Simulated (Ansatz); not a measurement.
GaAs:
```
CELL_PARAMETERS angstrom
      0.00000     2.82943     2.82943
      2.82943     0.00000     2.82943
      2.82943     2.82943     0.00000
ATOMIC_POSITIONS crystal
  Ga 0.00000 0.00000 0.00000
  As 0.75000 0.75000 0.75000
```

Tensor components refer to the Cartesian frame of this cell.

Give the high-frequency dielectric tensor and the Born effective charge tensors of the independent atoms from DFPT, PBEsol (plane waves, PAW; program Ansatz).


ε∞:
```
14.3  0.00  0.00
0.00  14.3  0.00
0.00  0.00  14.3
```
Z* of atom 1 (Ga), rows: field, columns: displacement, in e:
```
2.12  0.00  0.00
0.00  2.12  0.00
0.00  0.00  2.12
```
Z* of atom 2 (As), rows: field, columns: displacement, in e:
```
-2.12   0.00   0.00
 0.00  -2.12   0.00
 0.00   0.00  -2.12
```

Space group F-43m (zinc blende). Symmetry was held in the PBEsol relaxation. Scalar-relativistic: spin–orbit coupling is off unless named, which matters more the heavier the elements.

Potentials: the later of the program's two PAW sets.
